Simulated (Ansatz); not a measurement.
SrTiO3:
```
CELL_PARAMETERS angstrom
     -2.75937     2.75937     3.91415
      2.75937    -2.75937     3.91415
      2.75937     2.75937    -3.91415
ATOMIC_POSITIONS crystal
  Sr 0.75000 0.25000 0.50000
  Sr 0.25000 0.75000 0.50000
  Ti 0.00000 0.00000 0.00000
  Ti 0.50000 0.50000 0.00000
  O  0.76684 0.26684 0.03368
  O  0.23316 0.73316 0.96632
  O  0.26684 0.23316 0.50000
  O  0.73316 0.76684 0.50000
  O  0.75000 0.75000 0.00000
  O  0.25000 0.25000 0.00000
```

This is the r²SCAN-relaxed structure. Tensor components refer to the Cartesian frame of this cell.

**Question.** All from r²SCAN in the plane-wave PAW code Ansatz, unless another level is named. Predict the gap with spin–orbit coupling.

**Answer.** 2.30 eV.

**Question.** Predict the electron effective mass, band 1 of 2 at the edge.

**Answer.** 0.94 along x, 0.43 along z (mₑ).

**Question.** Predict the valence-band maximum.

**Answer.** at Γ.

Space group I4/mcm. The first step of the workflow began from a Materials Project structure, measured or hypothetical; the Crystallography Open Database files this formula in space group No. 140, but the cells were not matched. It is not the phase usual at ambient conditions (space group No. 221). The r²SCAN relaxation kept the symmetry of its start. At this level the phase is dynamically unstable (imaginary phonons). The run is not spin-polarised. Spin–orbit coupling is left out wherever it is not named.

Potentials: the earlier of the program's two PAW sets.
